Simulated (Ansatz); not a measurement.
Values for one crystal, relaxed and computed with the program Ansatz at the r²SCAN level (PAW); other levels are named.

```yaml
volume_per_atom: 18.37 Å³
electronic_character: metallic (no gap)
Density of states at the Fermi level: 0.95 states/eV per atom (mean over ±0.08 eV)
Gap with spin–orbit coupling: none (metallic)
Bulk modulus (Birch–Murnaghan fit): 168 GPa
Pressure derivative B′: 3.6
mechanical_stability: marginal (the smallest eigenvalue of C is near zero)
```

Which of these materials gives this?
A. Mg, bcc (W type)
B. Ru, hcp (Mg type)
C. Nb, P6/mmm (Nb on 1a, Nb on 2d)
D. Zr, hcp (Mg type)

C, Nb, P6/mmm (Nb on 1a, Nb on 2d)

The start of the workflow was typed in or built on a structure type; neither database checked (COD, Materials Project) lists it. It is not the phase usual at ambient conditions (space group No. 229). The r²SCAN relaxation kept the symmetry of its start; its stability against distortions is not shown here. No spin polarisation was allowed. On the denser mesh and wider smearing of the elastic run this cell carries a stress of 0.4 GPa. Spin–orbit coupling is left out wherever it is not named.

Potentials: the earlier of the program's two PAW sets.
